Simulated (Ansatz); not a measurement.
**SrMg: how the energy converges with the cutoff**

SrMg, P1, a = 3.809 Å, b = 3.889 Å, c = 3.886 Å, α, β, γ = 89.7°, 89.0°, 90.0°. Ansatz: PBEsol, PAW, cutoff varied, Γ-centred 8×8×8 mesh on 2 atoms, Gaussian smearing 0.10 eV; no spin polarisation. Single points at one geometry with displaced atoms, the cutoff alone changed; ΔE is the energy at zero smearing over the run at 600 eV (runs within 0.3 meV/atom of it are left out). The runs up to 350 eV lie under the cutoff recommended for these PAW datasets.

```tsv
cutoff (eV)	ΔE (meV/atom)
200	?
250	125.55
300	12.14
350	0.97
```

Q: Assume ΔE falls exponentially with the cutoff, fit y = ln ΔE against x, the cutoff in eV, to the other rows, and predict the missing value.

A: y = 4.833, 2.497, -0.030. Means x = 300.0, y = 2.4333; Σ(Δx)² = 5000, ΣΔxΔy = -243.1; the slope is their ratio. y = 17.02 − 0.04863 x, a factor of ten per 47 eV. At 200 eV this gives ΔE = 1471.44 meV/atom. The run gave 1090.53, a ratio of 1.35. The decay is steady over these rows.